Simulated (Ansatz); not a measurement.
RbBiF6:
Space group R-3, hexagonal axes (No. 148); a = b = 7.7076 Å, c = 7.7951 Å, α = β = 90.00°, γ = 120.00°

| atom | site | symmetry | x | y | z |
|---|---|---|---|---|---|
| Rb | 3b | -3. | 0.0000 | 0.0000 | 0.5000 |
| Bi | 3a | -3. | 0.0000 | 0.0000 | 0.0000 |
| F | 18f | 1 | 0.1755 | 0.2302 | 0.1543 |
(The calculation used a cell of 8 atoms; values per cell refer to that cell.)

Relaxed with r²SCAN.

### Question
Which orbitals make up the states near the band edges in DFT-r²SCAN in the program Ansatz with PAW potentials?

### Answer
Top 1 eV of the valence band: F 2p 98 %. Bottom 1 eV of the conduction band: F 2p 56 %, Bi 6s 38 %. Projections are on Löwdin-orthogonalised atomic valence shells; empty p or d shells of many metals are not among them.

### Question
Tabulate the density of states.

### Answer
States/eV per cell of 8 atoms, in 0.25 eV bins, energy from the valence-band maximum.

| E (eV) | total | F 2p | Rb 4p | Bi 6s |
|---|---|---|---|---|
| -7.50 | 0.00 | 0.00 | 0.00 | 0.00 |
| -7.25 | 8.00 | 3.21 | 0.11 | 3.71 |
| -7.00 | 0.00 | 0.00 | 0.00 | 0.00 |
| -6.75 | 0.00 | 0.00 | 0.00 | 0.00 |
| -6.50 | 0.00 | 0.00 | 0.00 | 0.00 |
| -6.25 | 0.00 | 0.00 | 0.00 | 0.00 |
| -6.00 | 0.00 | 0.00 | 0.00 | 0.00 |
| -5.75 | 8.00 | 0.21 | 7.73 | 0.00 |
| -5.50 | 16.00 | 0.60 | 15.26 | 0.07 |
| -5.25 | 0.00 | 0.00 | 0.00 | 0.00 |
| -5.00 | 0.00 | 0.00 | 0.00 | 0.00 |
| -4.75 | 0.00 | 0.00 | 0.00 | 0.00 |
| -4.50 | 0.00 | 0.00 | 0.00 | 0.00 |
| -4.25 | 0.00 | 0.00 | 0.00 | 0.00 |
| -4.00 | 0.00 | 0.00 | 0.00 | 0.00 |
| -3.75 | 0.00 | 0.00 | 0.00 | 0.00 |
| -3.50 | 0.00 | 0.00 | 0.00 | 0.00 |
| -3.25 | 0.00 | 0.00 | 0.00 | 0.00 |
| -3.00 | 9.66 | 7.97 | 0.13 | 0.00 |
| -2.75 | 14.33 | 11.93 | 0.16 | 0.00 |
| -2.50 | 0.01 | 0.01 | 0.00 | 0.00 |
| -2.25 | 0.00 | 0.00 | 0.00 | 0.00 |
| -2.00 | 0.00 | 0.00 | 0.00 | 0.00 |
| -1.75 | 0.00 | 0.00 | 0.00 | 0.00 |
| -1.50 | 5.22 | 5.12 | 0.02 | 0.00 |
| -1.25 | 12.25 | 11.84 | 0.09 | 0.00 |
| -1.00 | 13.20 | 12.75 | 0.12 | 0.00 |
| -0.75 | 21.72 | 21.21 | 0.16 | 0.00 |
| -0.50 | 27.53 | 27.10 | 0.07 | 0.00 |
| -0.25 | 16.68 | 16.51 | 0.04 | 0.00 |
| 0.00 | 15.40 | 15.32 | 0.02 | 0.00 |
| 0.25 | 0.00 | 0.00 | 0.00 | 0.00 |
| 0.50 | 0.00 | 0.00 | 0.00 | 0.00 |
| 0.75 | 0.00 | 0.00 | 0.00 | 0.00 |
| 1.00 | 0.00 | 0.00 | 0.00 | 0.00 |
| 1.25 | 0.00 | 0.00 | 0.00 | 0.00 |
| 1.50 | 0.00 | 0.00 | 0.00 | 0.00 |
| 1.75 | 0.00 | 0.00 | 0.00 | 0.00 |
| 2.00 | 0.00 | 0.00 | 0.00 | 0.00 |
| 2.25 | 0.00 | 0.00 | 0.00 | 0.00 |
| 2.50 | 0.00 | 0.00 | 0.00 | 0.00 |
| 2.75 | 0.00 | 0.00 | 0.00 | 0.00 |
| 3.00 | 0.00 | 0.00 | 0.00 | 0.00 |
| 3.25 | 0.00 | 0.00 | 0.00 | 0.00 |
| 3.50 | 0.00 | 0.00 | 0.00 | 0.00 |
| 3.75 | 0.00 | 0.00 | 0.00 | 0.00 |
| 4.00 | 0.50 | 0.26 | 0.00 | 0.16 |
| 4.25 | 3.39 | 1.88 | 0.01 | 1.27 |
| 4.50 | 4.10 | 2.32 | 0.00 | 1.63 |
| 4.75 | 0.00 | 0.00 | 0.00 | 0.00 |
| 5.00 | 0.00 | 0.00 | 0.00 | 0.00 |
| 5.25 | 0.00 | 0.00 | 0.00 | 0.00 |
| 5.50 | 0.00 | 0.00 | 0.00 | 0.00 |
| 5.75 | 0.00 | 0.00 | 0.00 | 0.00 |
| 6.00 | 0.00 | 0.00 | 0.00 | 0.00 |
| 6.25 | 0.00 | 0.00 | 0.00 | 0.00 |
| 6.50 | 0.00 | 0.00 | 0.00 | 0.00 |
| 6.75 | 0.00 | 0.00 | 0.00 | 0.00 |
| 7.00 | 0.00 | 0.00 | 0.00 | 0.00 |
| 7.25 | 0.00 | 0.00 | 0.00 | 0.00 |
| 7.50 | 0.00 | 0.00 | 0.00 | 0.00 |
| 7.75 | 0.00 | 0.00 | 0.00 | 0.00 |
| 8.00 | 0.00 | 0.00 | 0.00 | 0.00 |
| 8.25 | 0.00 | 0.00 | 0.00 | 0.00 |
| 8.50 | 0.00 | 0.00 | 0.00 | 0.00 |
| 8.75 | 0.00 | 0.00 | 0.00 | 0.00 |

The first step of the workflow began from a Materials Project structure, measured or hypothetical; the Crystallography Open Database files this formula in space group No. 148, but the cells were not matched. Its standing as an ambient phase is unchecked. The cell was relaxed with r²SCAN under the symmetry of its start; whether a distortion lowers the energy is not shown. Scalar-relativistic: spin–orbit coupling is off unless named, which matters more the heavier the elements.

Potentials: the later of the program's two PAW sets.
